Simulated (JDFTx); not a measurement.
Input for JDFTx (a modified build): ammonium, NH4 (SMILES [NH4+]), charge +1, multiplicity 1, CANDLE, water, 1 M NaCl; lengths in bohr, energies in hartree. JDFTx counts charge in electrons: elec-initial-charge is the number of excess electrons. The run starts from orbitals saved by an earlier run of the same system.

```
lattice \
  22.2042819644 0.0000000000 0.0000000000 \
  0.0000000000 21.7318504332 0.0000000000 \
  0.0000000000 0.0000000000 22.2042819644
coords-type Cartesian
ion N -0.1090523502 -0.0038159320 0.0328490031 1
ion H -1.4271063525 1.2397937629 0.7768760070 1
ion H 0.4851391806 -1.2397665633 1.4317508134 1
ion H -0.9227272594 -1.0181279239 -1.4321479402 1
ion H 1.4285198035 1.0028743750 -0.6451553294 1
ion-species pseudo/n_pbe_v1.2.upf
ion-species pseudo/h_pbe_v1.4.upf
core-overlap-check none
elec-cutoff 20 100
elec-ex-corr gga-PBE
symmetries none
elec-n-bands 4
elec-initial-charge -1
electronic-minimize nIterations 150 energyDiffThreshold 1e-7
ionic-minimize nIterations 25 energyDiffThreshold 1e-5 knormThreshold 4e-4
fluid LinearPCM
pcm-variant CANDLE
fluid-solvent H2O
fluid-cation Na+ 1
fluid-anion Cl- 1
fluid-minimize nIterations 400 knormThreshold 1e-11
wavefunction read s0.wfns
dump-name s2.$VAR
dump End State Ecomponents EigStats BandEigs Forces ElecDensity IonicPositions FluidDebug
```

The log closes as follows.

```
[...]
ElecMinimize: Iter:   2  Etot: -12.248973698750842  |grad|_K:  7.135e-07  alpha:  5.680e-01  linmin: -5.007e-03
ElecMinimize: Iter:   3  Etot: -12.248973776966086  |grad|_K:  2.981e-07  alpha:  8.373e-01  linmin:  2.411e-06
ElecMinimize: Iter:   4  Etot: -12.248973784052458  |grad|_K:  1.274e-07  alpha:  6.088e-01  linmin: -4.181e-01
ElecMinimize: Converged (|Delta Etot|<1.000000e-07 for 2 iters).

# Ionic positions in cartesian coordinates:
ion N  -0.109055641708455  -0.003804477026717   0.032737548816826 1
ion H  -1.421760630805977   1.234751440744736   0.773854006334786 1
ion H   0.482771677444246  -1.234788856920651   1.426123074357815 1
ion H  -0.919396723896680  -1.013947476449846  -1.426144695073939 1
ion H   1.422214340966866   0.998747088352478  -0.642397380535488 1

# Forces in Cartesian coordinates:
force N   0.000000045679444  -0.000045618270423   0.000260554108890 1
force H   0.000018250461829  -0.000020092987794  -0.000009579643660 1
force H  -0.000028596643115   0.000063552287650  -0.000071644517724 1
force H  -0.000042876254783  -0.000048637889779  -0.000070606242711 1
force H   0.000046518234886   0.000030185552207  -0.000023394400923 1

# Energy components:
   A_diel =       -0.0818513608943458
   Eewald =        6.9498612162963829
       EH =       14.3638156592010660
     Eloc =      -38.3862892991437974
      Enl =        1.4509276808770379
      Exc =       -3.8855702456686618
 Exc_core =        0.0886168725262203
       KE =        7.2506822573765390
  MuShift =        0.0008334353771023
-------------------------------------
     Etot =      -12.2489737840524580

IonicMinimize: Iter:   2  Etot: -12.248973784052458  |grad|_K:  7.834e-05  alpha:  1.000e+00  linmin:  7.454e-02
IonicMinimize: Converged (|grad|_K<4.000000e-04).

	eMin: -0.876208 at state 0 ( [ +0.000000 +0.000000 +0.000000 ] spin 0 )
	HOMO: -0.481102 at state 0 ( [ +0.000000 +0.000000 +0.000000 ] spin 0 )
```

The run took 19 electronic cycles (a count that differs between repeats, as do the digits past 10⁻⁶ Ha); the highest occupied level lies at -13.09 eV from the bulk liquid.
